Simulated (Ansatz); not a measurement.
Values for one crystal, relaxed and computed with plane-wave PAW r²SCAN (Ansatz code); other levels are named.

```yaml
volume_per_atom: 17.75 Å³
electronic_character: metallic (no gap)
Density of states at the Fermi level: 0.39 states/eV per atom (mean over ±0.08 eV)
Pressure derivative B′: 5.1
Bulk modulus (Birch–Murnaghan fit): 111 GPa
Formation energy from the elements (no fitted shifts): -173 meV/atom
Gap with spin–orbit coupling: none (metallic)
```

Question: Pick the material that matches.
A. AlNi, CsCl type
B. AlNi, rock salt
C. TiNi, Cmcm (Ti on 4c, Ni on 4c)
D. Ni3Sn4, C2/m (Ni on 2a, Ni on 4i, Sn on 4i, Sn on 4i)

Answer: D, Ni3Sn4, C2/m (Ni on 2a, Ni on 4i, Sn on 4i, Sn on 4i)

The workflow started from a Materials Project entry (that database holds measured and hypothetical structures alike); the Crystallography Open Database files this formula in space group No. 12, but the cells were not matched. Whether it is the stable phase at ambient conditions was not checked. The r²SCAN relaxation kept the symmetry of its start; its stability against distortions is not shown here. No spin polarisation was allowed. The references are the lowest solids computed at this level, not always the standard phases. Scalar-relativistic: spin–orbit coupling is off unless named, which matters more the heavier the elements.

Potentials: the earlier of the program's two PAW sets.
